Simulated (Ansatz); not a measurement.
A generator proposed this cell of MgTe5.

```yaml
crystal:
  lattice:
    - [6.51520, 0.00000, 0.00000]
    - [-3.25760, 5.64233, 0.00000]
    - [0.00000, 0.00000, 5.97376]
  atoms:
    - { symbol: Mg, position: [0.00000, 0.00000, 0.00000] }
    - { symbol: Te, position: [0.31303, 0.00000, 0.50000] }
    - { symbol: Te, position: [0.68697, 0.68697, 0.50000] }
    - { symbol: Te, position: [0.00000, 0.31303, 0.50000] }
    - { symbol: Te, position: [0.33333, 0.66667, 0.00000] }
    - { symbol: Te, position: [0.66667, 0.33333, 0.00000] }
```

The calculation used Ansatz 0.2.0, DFT PBE, scalar-relativistic, plane waves, PAW. Settings: cutoff 420 eV, Γ-centred mesh 3×3×4 on the computed 6-atom cell, Gaussian smearing of 0.10 eV; no spin polarisation.

Energies over the elements count from the elements' standard structures at the same level, with no fitted energy shifts.

Q: How far from equilibrium is it?

A: The pressure is -7.0 GPa (the mean over three directions, positive in compression), the largest force is 0.43 eV/Å, and the energy is +0.42 eV/atom against the elements. The shortest distance is 3.53 Å.

Q: Is it a good guess?

A: A rough one: relaxing gains about 0.40 eV/atom (the start's value is from the coarse mesh, so the gain is rough) in 16 ionic steps and ends at +0.02 eV/atom on the finer mesh. The symmetry stays P-62m (No. 189). The volume per atom shrinks by 16.2 %, from 36.6 to 30.7 Å³. The shortest distance goes from 3.53 Å (Te–Te) to 3.06 Å (Mg–Te). The ratio c/a of the conventional cell changes by a factor of 0.63. Conventional cell: a = 7.163 Å, c = 4.139 Å. Around Mg lie 6 Te at 3.06 Å; Te on a site of symmetry m2m is surrounded by 2 Mg at 3.06 Å and 4 Te at 3.22 Å; Te on a site of symmetry -6 is surrounded by 6 Te at 3.22 Å.

The last run used a 6×6×10 mesh (in the run's order of axes) for its 6-atom cell and Gaussian smearing of 0.10 eV. For metals, differences of a few meV/atom aren't resolved. Spin–orbit coupling, which can matter for Te, is left out. The reference form of Te is held partly by dispersion forces, which this level lacks. The relaxation can't lower the symmetry of the start, and the grade says only how near the guess is to its own end. A structure relaxed within its symmetry needn't be a true minimum. Another cell of MgTe5 relaxed alike, in P4/mmm, lies 170 meV/atom lower, so this cell isn't the stable form at this level.
